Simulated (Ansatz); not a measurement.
SiC:
```yaml
crystal:
  lattice:
    - [3.07761, 0.00000, 0.00000]
    - [-1.53880, 2.66529, 0.00000]
    - [0.00000, 0.00000, 10.07629]
  atoms:
    - { symbol: Si, position: [0.00000, 0.00000, 0.00030] }
    - { symbol: Si, position: [0.00000, 0.00000, 0.50030] }
    - { symbol: Si, position: [0.66667, 0.33333, 0.75025] }
    - { symbol: Si, position: [0.33333, 0.66667, 0.25025] }
    - { symbol: C, position: [0.00000, 0.00000, 0.81287] }
    - { symbol: C, position: [0.00000, 0.00000, 0.31287] }
    - { symbol: C, position: [0.66667, 0.33333, 0.56221] }
    - { symbol: C, position: [0.33333, 0.66667, 0.06221] }
```

Relaxed with r²SCAN. Special points in fractions of this cell's reciprocal vectors: Γ (0.000, 0.000, 0.000); M (0.500, 0.000, 0.000); K (0.333, 0.333, 0.000); A (0.000, 0.000, 0.500); L (0.500, 0.000, 0.500); H (0.333, 0.333, 0.500).

List the band energies nearest the valence-band maximum at these points for plane-wave PAW r²SCAN (Ansatz code).

In eV from the valence-band maximum; about four levels below and three above (degenerate sets whole), none deeper than 8.9 eV; points with the same levels are listed once.

```tsv
k	below	above
Γ	-0.61 -0.61 -0.05 0.00 0.00	5.65 6.24 6.86
M	-2.47 -2.33 -1.64 -1.18	2.60 2.76 4.72
K	-4.13 -2.97 -2.97 -1.75	4.42 4.42 5.70
A	-0.22 -0.22 -0.22 -0.22	5.86 5.86 7.35 7.35
L	-2.57 -2.57 -1.63 -1.63	3.04 3.04 4.69 4.69
H	-2.85 -2.85 -2.55 -2.55	3.67 3.67 7.26 7.26
```

Space group P6_3mc (4H polytype). Symmetry was held in the r²SCAN relaxation.

Potentials: the later of the program's two PAW sets.
